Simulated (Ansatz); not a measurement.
# NMR crystallography of AlN with an N vacancy: given against relaxed positions

Start: a supercell of AlN (wurtzite type, P6_3mc) built from an entry of the Crystallography Open Database (COD) (the entry's cell lengths or inner coordinates differ somewhat from later room-temperature determinations), with all atoms left at the host's positions.

```
Al N
1.0
     9.33900    0.00000    0.00000
    -3.11300    5.39187    0.00000
     0.00000    0.00000    9.96200
Al N
24 23
Direct
  0.11111 0.33333 0.00000
  0.11111 0.33333 0.50000
  0.11111 0.83333 0.00000
  0.11111 0.83333 0.50000
  0.44444 0.33333 0.00000
  0.44444 0.33333 0.50000
  0.44444 0.83333 0.00000
  0.44444 0.83333 0.50000
  0.77778 0.33333 0.00000
  0.77778 0.33333 0.50000
  0.77778 0.83333 0.00000
  0.77778 0.83333 0.50000
  0.22222 0.16667 0.25000
  0.22222 0.16667 0.75000
  0.22222 0.66667 0.25000
  0.22222 0.66667 0.75000
  0.55556 0.16667 0.25000
  0.55556 0.16667 0.75000
  0.55556 0.66667 0.25000
  0.55556 0.66667 0.75000
  0.88889 0.16667 0.25000
  0.88889 0.16667 0.75000
  0.88889 0.66667 0.25000
  0.88889 0.66667 0.75000
  0.11111 0.33333 0.69000
  0.11111 0.83333 0.19000
  0.11111 0.83333 0.69000
  0.44444 0.33333 0.19000
  0.44444 0.33333 0.69000
  0.44444 0.83333 0.19000
  0.44444 0.83333 0.69000
  0.77778 0.33333 0.19000
  0.77778 0.33333 0.69000
  0.77778 0.83333 0.19000
  0.77778 0.83333 0.69000
  0.22222 0.16667 0.44000
  0.22222 0.16667 0.94000
  0.22222 0.66667 0.44000
  0.22222 0.66667 0.94000
  0.55556 0.16667 0.44000
  0.55556 0.16667 0.94000
  0.55556 0.66667 0.44000
  0.55556 0.66667 0.94000
  0.88889 0.16667 0.44000
  0.88889 0.16667 0.94000
  0.88889 0.66667 0.44000
  0.88889 0.66667 0.94000
```

Atom numbers follow the list; atoms alike are taken as one site, whose name carries the number of the first.

The numbers come from a DFT calculation in Ansatz (PBE, plane waves and PAW, scalar-relativistic, 420 eV cutoff, Γ-centred 3×4×2 k-points, Fermi–Dirac smearing 0.01 eV, cell charge +3).

The largest force at the start is 1.9 eV/Å. Relaxing the ions at fixed cell moves them by 0.617 Å at most (atom 1, Al) and 0.127 Å rms.

```tsv
site	atom	moved (Å)	first shell before	first shell after	V_zz before (10²¹ V/m²)	η before
Al1	1	0.617	3 N at 1.89 Å	4 N at 1.82–2.34 Å	5.31	0.00
Al6	6	0.042	4 N at 1.89 Å	4 N at 1.88–1.94 Å	-0.25	0.64
Al8	8	0.046	4 N at 1.89 Å	4 N at 1.88–1.94 Å	-0.27	0.60
Al10	10	0.044	4 N at 1.89 Å	4 N at 1.87–1.93 Å	-0.28	0.75
Al12	12	0.045	4 N at 1.89 Å	4 N at 1.87–1.93 Å	-0.28	0.80
Al13	13	0.274	3 N at 1.89 Å	3 N at 1.81–1.84 Å	4.70	0.07
Al14	14	0.077	4 N at 1.89 Å	4 N at 1.86–1.94 Å	0.66	0.11
Al15	15	0.286	3 N at 1.89 Å	3 N at 1.81–1.85 Å	4.71	0.08
Al16	16	0.079	4 N at 1.89 Å	4 N at 1.86–1.94 Å	0.65	0.13
Al21	21	0.376	3 N at 1.89 Å	3 N at 1.81–1.83 Å	4.82	0.08
Al22	22	0.090	4 N at 1.89 Å	4 N at 1.86–1.93 Å	0.64	0.07
N25	25	0.133	4 Al at 1.89 Å	5 Al at 1.92–2.34 Å	-0.078	0.59
N26	26	0.013	4 Al at 1.89 Å	4 Al at 1.84–1.93 Å	2.59	0.08
N32	32	0.024	4 Al at 1.89 Å	4 Al at 1.82–1.92 Å	1.35	0.41
N34	34	0.016	4 Al at 1.89 Å	4 Al at 1.81–1.92 Å	1.31	0.49
N45	45	0.026	4 Al at 1.89 Å	4 Al at 1.82–1.93 Å	1.85	0.04
```

(1) What are V_zz and η after the relaxation?

## Answers

(1) 

```json
{"site": "Al1", "atom": "1", "V_zz after": "8.17", "η after": "0.03", "change of V_zz": "+2.86"}
{"site": "Al6", "atom": "6", "V_zz after": "1.23", "η after": "0.25", "change of V_zz": "–"}
{"site": "Al8", "atom": "8", "V_zz after": "1.32", "η after": "0.18", "change of V_zz": "–"}
{"site": "Al10", "atom": "10", "V_zz after": "1.02", "η after": "0.44", "change of V_zz": "–"}
{"site": "Al12", "atom": "12", "V_zz after": "1.09", "η after": "0.18", "change of V_zz": "–"}
{"site": "Al13", "atom": "13", "V_zz after": "9.18", "η after": "0.14", "change of V_zz": "+4.48"}
{"site": "Al14", "atom": "14", "V_zz after": "1.94", "η after": "0.78", "change of V_zz": "+1.28"}
{"site": "Al15", "atom": "15", "V_zz after": "9.15", "η after": "0.16", "change of V_zz": "+4.44"}
{"site": "Al16", "atom": "16", "V_zz after": "1.94", "η after": "0.80", "change of V_zz": "+1.29"}
{"site": "Al21", "atom": "21", "V_zz after": "9.57", "η after": "0.09", "change of V_zz": "+4.75"}
{"site": "Al22", "atom": "22", "V_zz after": "1.96", "η after": "0.93", "change of V_zz": "+1.32"}
{"site": "N25", "atom": "25", "V_zz after": "1.61", "η after": "0.06", "change of V_zz": "+1.69"}
{"site": "N26", "atom": "26", "V_zz after": "-1.77", "η after": "0.65", "change of V_zz": "–"}
{"site": "N32", "atom": "32", "V_zz after": "-1.17", "η after": "0.77", "change of V_zz": "–"}
{"site": "N34", "atom": "34", "V_zz after": "-1.13", "η after": "0.83", "change of V_zz": "–"}
{"site": "N45", "atom": "45", "V_zz after": "0.67", "η after": "0.96", "change of V_zz": "-1.18"}
```

The largest change of V_zz along a kept axis is on Al21, from 4.82 to 9.57. Small gradients that grow severalfold: Al12 (-0.28 to 1.09), Al10 (-0.28 to 1.02), Al8 (-0.27 to 1.32), Al6 (-0.25 to 1.23) and 7 more sites. In per cent, |V_zz| changes by +54 to +99 on Al (all sites that start above 2, bar those whose gradient vanishes or changes sign or whose main axis turns by over 40°). Where |V_zz| stays above 0.1 and the axes keep their order, η moves most on N45, from 0.04 to 0.96. On Al14, Al16, N30, N28, N41, N43, Al19, Al2 and 1 more site (not all in the table) V_xx and V_yy change places (or their axes turn by over 50°), so the two values of η hide a larger change. V_zz changes sign on N25 (same axis). On N26, N32, N34, Al12, Al10, Al8, Al6, N40 and 7 more sites (not all in the table) the largest principal value lies along another axis in the second run, so the two V_zz can't be compared directly. The table leaves out 31 of the 47 sites, with |V_zz| up to 1.83; their tensors move by 1.29 at most along any direction. The statements above cover all sites. The electronic state changes along with the positions (a gap opens), so the changes aren't those of geometry alone. The host's own positions weren't relaxed first, so part of the change far from the defect can be the host's relaxation.

The defect repeats with the cell of 47 atoms, so it feels its images: sites between two images don't show the values beside a lone defect, and zeros or small values of η there can come from the images' arrangement. Al and N carry a gradient in the pure host already, so the values there aren't the defect's effect alone. A uniform background compensates the cell's charge.
Before: The run isn't spin-polarised, and a state with spin may lie lower. The defect cell has no gap above 0.1 eV on its mesh, so the values can hang on the smearing and the k-mesh. The cell keeps the host's lattice, where the PBE pressure is 9 GPa (in a charged cell this depends on the convention for the mean potential). The neighbours have not yet relaxed around the defect (largest force 1.9 eV/Å), so a real crystal will differ.
After: With a gap of 1.0 eV on this mesh, small gradients can still move by 0.1 × 10²¹ V/m² or more as the k-mesh gets denser. The cell keeps the host's lattice, where the PBE pressure is 12 GPa (in a charged cell this depends on the convention for the mean potential).
